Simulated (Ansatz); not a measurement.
TiO₂:
```
TiO2
1.0
    4.54502     0.00000     0.00000
    0.00000     5.51364     0.00000
    0.00000     0.00000     4.89409
Ti O
4 8
Cartesian
  2.27251   3.72560   3.67057
  2.27251   1.78803   1.22352
  0.00000   4.54485   1.22352
  0.00000   0.96878   3.67057
  3.31283   3.40862   0.39572
  1.23219   2.10501   4.49837
  3.50470   4.86183   2.84276
  1.04032   0.65181   2.05133
  1.04032   4.86183   4.49837
  3.50470   0.65181   0.39572
  1.23219   3.40862   2.05133
  3.31283   2.10501   2.84276
```

Relaxed with r²SCAN.

Question: Map the valence electron density (e/Å³), cut off at 2 on the plane through (0.500, 0.676, 0.750) spanned by u = [1, 0, 1] and v = [1, 1, -1] in lattice vectors, from DFT-r²SCAN in the program Ansatz with PAW potentials.

Answer: x is the fraction of u, y of v (the angle between them is 93°; rows are the nearest grid lines); atoms in the plane: Ti at (0.00, 0.00), O at (0.28, 0.95), O at (0.53, 0.70).
```
|@@@@+:=#@@@@*-:----:-*@@@@#=:+@@@@|
|@@@*--%@@@@@@=:.   ..-=**=-:.:%@@@|
|@@+::-#@@@@@@-.      .::::.. .:#@@|
|:..  .:+#@%+:.                ..::|
|*=:.  ...:..                .:-+**|
|@@+:..-*%%=:...-+##*-.      :+@@@@|
|@@+:.-%@@@@+::-#@@@@%-.    .:+@@@@|
|+-:.:+@@@@@%--*@@@@@@*:.    .:=**+|
|     :+@@@+:.:-#@@@@*-..       .. |
|    ..:::..    ..::..             |
|   ..-==-:.             .....     |
|  .:*@@@@*-.          .:=#@@#=:   |
|  .-#@@@@#-.          :+@@@@@@=.  |
|   .-=**=-.           .=@@@@@%-.  |
|   ..::::..           .:*@@@%=:.  |
|        .   ...:..      .....     |
|-===-..   .:=#@@@*:.           ..-|
|@@@@@+:.  .-%@@@@@+:          .-#@|
|@@@@@*:.  .-#@@@@@=.          .=@@|
|@@@@@=.    .:=+*+-:.          .-%@|
|=++-:.       ..-==:..          .-=|
|@@#-.       ..-#@@@+---==-:...:+@@|
|@@@%:....:::.:=%@@@+-=#@@#+:.:*@@@|
|@@@@+:=#@@@@*-:----:-*@@@@#=:+@@@@|
```
Scale: ten equal steps from 0.027 (start of ' ') to 2.00 (end of '@'), in the order ' .:-=+*#%@'; x runs from 0.000 to 1.00, y from 0.000 (bottom) to 1.00 (top).

The density is the valence pseudo-density with augmentation charge, so density and ELF within about 1 Å of a nucleus are not all-electron values.

Space group Pbcn. This is a known high-pressure phase of the composition, computed here at zero pressure and temperature. The r²SCAN relaxation kept the symmetry of its start; whether a distortion lowers the energy is not shown. The run is not spin-polarised.

Potentials: the later of the program's two PAW sets.
